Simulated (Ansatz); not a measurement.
# YCu: how the free axis answers a strain

YCu, Pm-3m, a = 3.424 Å. The structure is a Materials Project entry; whether it is the stable form wasn't checked. Ansatz: PBEsol, PAW, 420 eV, Γ-centred 12×12×12 mesh on 2 atoms, Gaussian smearing 0.10 eV; no spin polarisation. Series: biaxial strain in the a-b plane, c and atoms relaxed; x is the strain in per cent. y is the change of c in per cent of 3.424 Å.

| x (%) | y (%) |
| --- | --- |
| -6.0 | 6.25 |
| -4.0 | 3.97 |
| -2.0 | ? |
| 0.0 | 0.00 |
| 2.0 | -1.45 |
| 4.0 | -2.86 |
| 6.0 | -4.10 |

Problem. Fit y = c1 x + c2 x² to the other rows, say what c1 measures, and predict the missing y.

Solution. Least squares on the rows shown. y = −0.8571 x + 0.03084 x². With no stress along c, c1 = −2C12/C11 = -0.857. At x = -2.0 the fit asked for gives 1.84 %. The run gave 1.85 %, so the fit is 0.01 % too low, within the rms miss on the fitted rows (0.08 %).